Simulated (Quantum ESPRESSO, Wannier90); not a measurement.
# Tight-binding from DFT: SiO2 (P3₁21)

Cell from Materials Project (mp-7000), symmetrised, no further relaxation. COD (Crystallography Open Database) has the formula in 34 space groups, this one among them (matched by group alone). Computed values, not measurements, from PBEsol: Quantum ESPRESSO (norm-conserving PseudoDojo potentials, cutoff 68 Ry, no spin polarisation, no spin-orbit coupling) on a Γ-centred 6×6×4 mesh, then Wannier90. Density: 12×12×6 mesh, cold smearing 0.01 Ry.

```
begin unit_cell_cart
ang
    4.9149700525    0.0000000000    0.0000000000
   -2.4574850262    4.2564889243    0.0000000000
    0.0000000000    0.0000000000    5.4313000000
end unit_cell_cart
mp_grid = 6 6 4
```

**Question.** Which shells of neighbouring k-points and which b-vectors and weights does Wannier90 pick for this cell and mesh?

**Answer.** 
```
 *---------------------------------- K-MESH ----------------------------------*
 +----------------------------------------------------------------------------+
 |                    Distance to Nearest-Neighbour Shells                    |
 |                    ------------------------------------                    |
 |          Shell             Distance (Ang^-1)          Multiplicity         |
 |          -----             -----------------          ------------         |
 |             1                   0.246024                      6            |
 |             2                   0.289212                      2            |
 |             3                   0.379699                     12            |
 |             4                   0.426126                      6            |
 |             5                   0.492048                      6            |
 |             6                   0.515002                     12            |
 |             7                   0.570749                     12            |
 |             8                   0.578424                      2            |
       ... (lines left out)
 +----------------------------------------------------------------------------+
 | The b-vectors are chosen automatically                                     |
 | The following shells are used:                       1,  2                 |
 +----------------------------------------------------------------------------+
 |                        Shell   # Nearest-Neighbours                        |
 |                        -----   --------------------                        |
 |                          1               6                                 |
 |                          2               2                                 |
 +----------------------------------------------------------------------------+
 | Completeness relation is fully satisfied [Eq. (B1), PRB 56, 12847 (1997)]  |
 +----------------------------------------------------------------------------+
 |                  b_k Vectors (Ang^-1) and Weights (Ang^2)                  |
 |                  ----------------------------------------                  |
 |            No.         b_k(x)      b_k(y)      b_k(z)        w_b           |
 |            ---        --------------------------------     --------        |
 |             1         0.000000    0.246024    0.000000     5.507120        |
 |             2         0.213063    0.123012    0.000000     5.507120        |
 |             3         0.000000   -0.246024    0.000000     5.507120        |
 |             4         0.213063   -0.123012    0.000000     5.507120        |
 |             5        -0.213063   -0.123012    0.000000     5.507120        |
 |             6        -0.213063    0.123012    0.000000     5.507120        |
 |             7         0.000000    0.000000    0.289212     5.977751        |
 |             8         0.000000    0.000000   -0.289212     5.977751        |
```
